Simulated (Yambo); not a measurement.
BSE-type run in Yambo on AgCl (rock salt, space group Fm-3m, No. 225), at zero momentum. LDA wavefunctions on a 6×6×6 mesh, a = b = c = 3.787 Å, α = β = γ = 60.00°.

Yambo input:
```
rim_cut
optics
bse
bss
dipoles
em1s
RandQpts= 1000000
RandGvec= 1 Ry
FFTGvecs= 40 Ry
Chimod= "HARTREE"
BSKmod= "SEX"
BSEmod= "resonant"
BSSmod= "hs"
BSENGexx= 15 Ry
BSENGBlk= 4 Ry
% KfnQP_E
 1.74 | 1.0 | 1.0 |
%
% BSEQptR
 1 | 1 |
%
% BSEBands
 6 | 14 |
%
% BEnRange
 0.0 | 10.1 | eV
%
% BDmRange
 0.15 | 0.15 | eV
%
BEnSteps= 202
% BLongDir
 1.0 | 0.0 | 0.0 |
%
BSHayTrs= -0.02
BSSNEig= 24
WRbsWF
% BndsRnXs
 5 | 27 |
%
NGsBlkXs= 4 Ry
% LongDrXs
 1.0 | 1.0 | 1.0 |
%
```

From the report:

The dimension is k points × valence × conduction bands = 216 × 8 × 1 = 1728.
```
   [SLEPC] Approach                          : Krylov-Schur
   [SLEPC] Number of requested eigenvalues   :  24
   [SLEPC] Number of eigenvalues        [NEV]:  24
    [K] Dimension                                    :  1728
    [K] Bands                                        :   6  14
    [K] Exchange res                                 : yes
    [K] Correlation res                              : yes
    [K] W interaction is bare                        : no
    [K] RL vectors exchange                          :  283
    [K] RL vectors correlation                       :   51
    [W] Matrix size                                  :   51
    [W] Bands                                        :   5  27
    [W] Coulomb Cutoff                               : none
    [W] Hxc Kernel                                   : HARTREE
```

Spin-orbit coupling is not included.

Geometry relaxed with LDA.
